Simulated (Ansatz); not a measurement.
A geometry of Ti₃Al away from equilibrium: step 3 of the relaxation of a generated trial cell of Ti3Al in the AFLOW prototype AB3_mC16_12_g_ij (D0_15, as in AlCl3). Level of theory: PBEsol (plane waves to 420 eV, PAW, scalar-relativistic; Ansatz, a first-principles code). Γ-centred k-mesh 7×7×6 on the run's cell (coarser than for final values), Fermi–Dirac smearing 0.05 eV.

```xyz
8
Lattice="2.7410 -4.7538 -0.0058 2.7410 4.7538 -0.0058 -1.7962 0.0000 5.4255" Properties=species:S:1:pos:R:3 pbc="T T T"
Al     2.7410    -3.1715    -0.0058
Al     2.7410     3.1715    -0.0058
Ti     0.9713     0.0000     1.5509
Ti     2.7145     0.0000     3.8630
Ti     3.6216    -1.5277     1.5320
Ti     0.0642    -1.5277     3.8818
Ti     0.0642     1.5277     3.8818
Ti     3.6216     1.5277     1.5320
```

Question: What forces act on the atoms (eV/Å)?

Answer: 
```tsv
atom	Fx	Fy	Fz
Al1	0.00	-0.03	0.00
Al2	0.00	0.03	0.00
Ti3	1.40	0.00	2.15
Ti4	-1.40	0.00	-2.15
Ti5	-0.64	1.14	2.13
Ti6	0.64	1.14	-2.13
Ti7	0.64	-1.14	-2.13
Ti8	-0.64	-1.14	2.13
```

Question: What is the pressure?

Answer: +4.1 GPa, compression positive.

No spin polarisation in the result.

The run could not lose the symmetry of its start: the end is stationary, and may be a saddle point rather than a minimum.

The end of the path is a generated cell of Ti3Al: the first start was made by placing the elements on the sites of a structure type, and the end was not matched to a known phase here, so it may be hypothetical. Known forms of Ti3Al include space group No. 194.
